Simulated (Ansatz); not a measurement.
Ta2O5:
```
CELL_PARAMETERS angstrom
     -2.62344     2.62344     4.77641
      2.62344    -2.62344     4.77641
      2.62344     2.62344    -4.77641
ATOMIC_POSITIONS crystal
  Ta 0.19724 0.19724 0.00000
  Ta 0.80276 0.80276 0.00000
  O  0.00000 0.00000 0.00000
  O  0.50000 0.00000 0.00000
  O  0.00000 0.00000 0.50000
  O  0.00000 0.50000 0.00000
  O  0.50000 0.50000 0.50000
```

Tensor components refer to the Cartesian frame of this cell.

**Question.** Give the high-frequency dielectric tensor and the Born effective charge tensors of the independent atoms from DFPT, plane-wave PAW r²SCAN (Ansatz code).

**Answer.** 
ε∞:
```
4.14  0.00  0.00
0.00  4.14  0.00
0.00  0.00  3.06
```
Z* of atom 1 (Ta), rows: field, columns: displacement, in e:
```
8.27  0.00  0.00
0.00  8.27  0.00
0.00  0.00  5.09
```
Z* of atom 3 (O), rows: field, columns: displacement, in e:
```
-0.66   0.00   0.00
 0.00  -0.66   0.00
 0.00   0.00  -6.05
```
Z* of atom 4 (O), rows: field, columns: displacement, in e:
```
-3.97   2.43   1.28
 2.43  -3.97  -1.28
 0.80  -0.80  -1.03
```

Static charges for comparison (Bader): Ta1 +3.03, O3 -1.20, O4 -1.21 e. Born charges measure polarisation by displacement and can exceed these by far.

Space group I4/mmm. The first step of the workflow began from a Materials Project structure, measured or hypothetical; the Crystallography Open Database copy checked does not list it. COD files the formula under space group No. 49. Its standing as an ambient phase is unchecked. The r²SCAN relaxation kept the symmetry of its start. At this level the phase is dynamically unstable (imaginary phonons). The run is not spin-polarised. Scalar-relativistic: spin–orbit coupling is off unless named, which matters more the heavier the elements.

Potentials: the later of the program's two PAW sets.
